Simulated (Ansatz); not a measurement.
The following input was run with Ansatz 0.2.0.

```yaml
crystal:
  lattice:
    - [4.8278486178, 0.0, 0.0]
    - [-2.4139243089, 4.2377626279, 0.0]
    - [0.0, 0.0, 25.2297713997]
  atoms:
    - { symbol: Al, position: [0.75, 0.5, 0.3369035678] }
    - { symbol: Cu, position: [0.75, 0.0, 0.3673660314] }
    - { symbol: Cu, position: [0.25, 0.0, 0.3673660314] }
    - { symbol: Al, position: [0.25, 0.5, 0.3978284948] }
    - { symbol: Al, position: [0.9087607707, 0.8175215413, 0.4500483585] }
    - { symbol: Al, position: [0.5912392293, 0.1824784587, 0.4500483585] }
    - { symbol: Al, position: [0.25, 0.5, 0.5075348492] }
    - { symbol: Cu, position: [0.25, 0.0, 0.5341180524] }
    - { symbol: Cu, position: [0.75, 0.0, 0.5341180524] }
    - { symbol: Al, position: [0.75, 0.5, 0.5557836005] }
    - { symbol: C, position: [0.9166666667, 0.8333333333, 0.6160298856] }
    - { symbol: F, position: [1.1036954251, 1.1244413828, 0.6340596482] }
    - { symbol: F, position: [0.6223190039, 0.7286988969, 0.6340596482] }
    - { symbol: F, position: [1.023985571, 0.6468597203, 0.6340596482] }
basis:
  ecutwfc: 420
kpoints:
  mp_grid: { grid: [7, 7, 1] }
hamiltonian:
  xc: pbesol
scf:
  occupations: { method: gaussian, width: 0.1 }
output:
  forces: true
  eigenvalues: true
relax:
  adjacent_minimum: "off"
  f_tol: 0.03
  max_steps: 70
  constraints: [{ sites: [0, 1, 2, 3] }]
efield:
  axis: 3
  dipole_correction: true
  ramp_width: 0.04
```

Launched with
```bash
ansatz run input.yaml --threads 4 --pin off --max-ram 10240MiB --backend cpu --events-out ev --progress --plain --runs-dir out
```

Level of theory: DFT PBEsol, scalar-relativistic, plane waves, PAW in Ansatz.

Abridged output (final results; tables in files aren't shown):

```
SCF converged after 7 iterations
Free energy (F): -32147.327967 eV
Harris-Foulkes:  -32147.327967 eV  (|F-HF|=9.88e-9)
Internal energy: -32147.306947 eV  (E = F + TS)
E sigma→0 (E₀):  -32147.317457 eV
Entropy (-TS):   -0.021020 eV (-1.501 meV/atom)
Fermi energy:    -0.206386 eV
Dipole field:    D = -0.103251 V/Å  (p = -0.294536 e·Å, saw-weighted, corrected)
Work function:   Φ+ = 6.8461 eV   Φ− = 4.2411 eV
Levels:          The Fermi level and band energies are counted from a zero that moves with the ramp; work functions are not
--- Per-component energies (eV) ---
  E_band       = -3126.772252
  E_kinetic    = 2038.018324
  E_local      = -123598.392826  (includes V_loc(G=0)·N_el)
  E_nonlocal   = 1861.970466
  E_hartree    = 59782.319465
  E_xc         = -871.110217
  E_vxc        = -993.399985  (∫ρ·V_xc dr)
  E_paw        = -9897.904753  (= ΣΔE_a)
  E_vpaw       = -2002.624526  (= ΣTr[D̂ρ^β])
  E_aug_tail   = 0.007073  (compensation charges beyond the density's cutoff)
  E_efield     = 0.015206  (sawtooth field / dipole correction)
  E_vefield    = 2.995895  (∫n·V_field dr)
  E_ewald      = 38536.682243
  E_core_change = 1.088071  (= ΣΔE_core)
  E_smearing   = -0.021020  (= −TS)
--- Forces (eV/Å), atoms counted from 1 ---
  atom   1  Al     0.00140973     0.00037847     0.62467691
  atom   2  Cu     0.00193748    -0.00195729    -0.27376449
  atom   3  Cu    -0.00109386     0.00233159    -0.27358152
  atom   4  Al    -0.00185251     0.00066917    -0.07882775
  atom   5  Al     0.00019243     0.00317741    -0.00084605
  atom   6  Al    -0.00012639    -0.00276504     0.00155321
  atom   7  Al    -0.00019467    -0.00025133     0.00101798
  atom   8  Cu    -0.00026266    -0.00202061    -0.00056545
  atom   9  Cu    -0.00009099     0.00002186     0.00055855
  atom  10  Al    -0.00304405     0.00064287     0.02011565
  atom  11  C     -0.01159051    -0.00077410    -0.01509832
  atom  12  F      0.00453430    -0.01086378     0.00282577
  atom  13  F      0.00396248     0.00148448    -0.00873632
  atom  14  F      0.00625094     0.00998413     0.00057626
--- Band table (eV; the first three rows and the last of 25) ---
  k-point 0: bands = ["-113.2250", "-113.2147", "-113.2068", "-113.1966", "-70.8089", "-70.7913", "-70.7869", "-70.7700", "-70.7690", "-70.7620", "-70.6872", "-70.6773", "-70.6688", "-70.6611", "-70.6605", "-70.6507", "-27.1126", "-24.8027", "-24.7914", "-11.5483", "-10.4508", "-8.8947", "-8.7536", "-8.7156", "-8.0642", "-6.1406", "-5.2975", "-5.2826", "-5.1333", "-5.0255", "-4.9809", "-4.8967", "-4.8311", "-4.5064", "-4.3046", "-4.2850", "-4.2536", "-4.0206", "-3.9409", "-3.9140", "-3.9064", "-3.8416", "-3.6665", "-3.6239", "-3.5760", "-3.5583", "-3.1730", "-3.0507", "-3.0433", "-2.9429", "-2.9226", "-2.8122", "-2.2101", "-2.1990", "-1.5919", "-1.5470", "-1.3584", "-1.1877", "-1.0652", "-0. ...
  k-point 1: bands = ["-113.2250", "-113.2147", "-113.2068", "-113.1966", "-70.8089", "-70.7913", "-70.7869", "-70.7700", "-70.7691", "-70.7620", "-70.6872", "-70.6773", "-70.6688", "-70.6611", "-70.6605", "-70.6507", "-27.1063", "-24.8112", "-24.7938", "-11.5257", "-10.2833", "-8.7640", "-8.7527", "-8.6951", "-8.0070", "-6.0414", "-5.3235", "-5.3126", "-5.2824", "-5.1187", "-4.9734", "-4.9518", "-4.8350", "-4.5242", "-4.5101", "-4.3675", "-4.3178", "-4.2139", "-4.0342", "-3.9653", "-3.8889", "-3.7723", "-3.7368", "-3.6770", "-3.6070", "-3.4865", "-3.2447", "-3.1868", "-3.0531", "-3.0449", "-2.9402", "-2.9214", "-2.7812", "-2.2270", "-2.0661", "-1.9416", "-1.2119", "-0.9695", "-0.9557", "-0. ...
  k-point 2: bands = ["-113.2250", "-113.2147", "-113.2068", "-113.1966", "-70.8090", "-70.7913", "-70.7870", "-70.7700", "-70.7691", "-70.7620", "-70.6872", "-70.6773", "-70.6688", "-70.6611", "-70.6605", "-70.6507", "-27.0920", "-24.8304", "-24.7992", "-11.4739", "-9.7850", "-8.7650", "-8.6616", "-8.4327", "-7.7695", "-6.5402", "-5.6336", "-5.3603", "-5.3452", "-5.2545", "-5.1400", "-4.8402", "-4.8016", "-4.6932", "-4.6488", "-4.5781", "-4.5243", "-4.3635", "-4.1700", "-4.0677", "-3.8882", "-3.8556", "-3.8352", "-3.8015", "-3.6518", "-3.6490", "-3.5780", "-3.2949", "-3.1847", "-3.0570", "-3.0481", "-2.9389", "-2.9207", "-2.7860", "-2.1654", "-1.7961", "-1.6200", "-1.0468", "-0.8733", "-0.6 ...
  k-point 24: bands = ["-113.2210", "-113.2187", "-113.2028", "-113.2005", "-70.7997", "-70.7963", "-70.7777", "-70.7746", "-70.7325", "-70.7256", "-70.7097", "-70.7024", "-70.6834", "-70.6812", "-70.6568", "-70.6545", "-27.0803", "-24.8318", "-24.8180", "-11.4467", "-9.2700", "-8.7268", "-8.6394", "-8.2511", "-7.4036", "-7.0217", "-6.1167", "-5.6262", "-5.4217", "-5.4130", "-5.3251", "-4.6349", "-4.5301", "-4.4167", "-4.3515", "-4.2860", "-4.1982", "-4.1414", "-4.0391", "-3.9865", "-3.9526", "-3.9267", "-3.8249", "-3.7808", "-3.7664", "-3.7648", "-3.7572", "-3.6112", "-3.6015", "-3.5901", "-3.5155", "-3.4553", "-3.2799", "-2.9497", "-2.8021", "-1.9661", "-1.4541", "-1.2841", "-0.4293", "-0. ...
--- Relaxed structure (16 steps of the walk, 16 accepted, 0 SCFs on fresh bases) ---
  F+E_penalty+E_count = -32147.32796725 eV   max|allowed force component| = 2.012e-2 eV/Å
  atoms:
    - { symbol: Al, position: [0.74999999, 0.49999999, 0.3369035678] }
    - { symbol: Cu, position: [0.74999999, 0.0, 0.3673660314] }
    - { symbol: Cu, position: [0.24999999, 0.0, 0.3673660314] }
    - { symbol: Al, position: [0.24999999, 0.49999999, 0.3978284948] }
    - { symbol: Al, position: [0.90930646, 0.81816991, 0.44961269] }
    - { symbol: Al, position: [0.59154618, 0.18266205, 0.44952647] }
    - { symbol: Al, position: [0.25096405, 0.50102078, 0.50991855] }
    - { symbol: Cu, position: [0.25107624, 0.00085600, 0.53185789] }
    - { symbol: Cu, position: [0.75124463, 0.00130617, 0.53184321] }
    - { symbol: Al, position: [0.75134520, 0.50087125, 0.56629187] }
    - { symbol: C, position: [0.73112679, 0.50394660, 0.64799158] }
    - { symbol: F, position: [0.98176587, 0.76185863, 0.66900800] }
    - { symbol: F, position: [0.46345346, 0.50458570, 0.66390450] }
    - { symbol: F, position: [0.72515445, 0.24831863, 0.66969423] }
```

The relaxation met its thresholds.

It took 7.8 min on 4 threads of Intel(R) Xeon(R) Platinum 8259CL CPU @ 2.50GHz (Skylake/Cascade Lake), with other jobs on the host, peak memory 1.6 GiB.

Spin polarisation was left out, and a magnetic state may lie lower.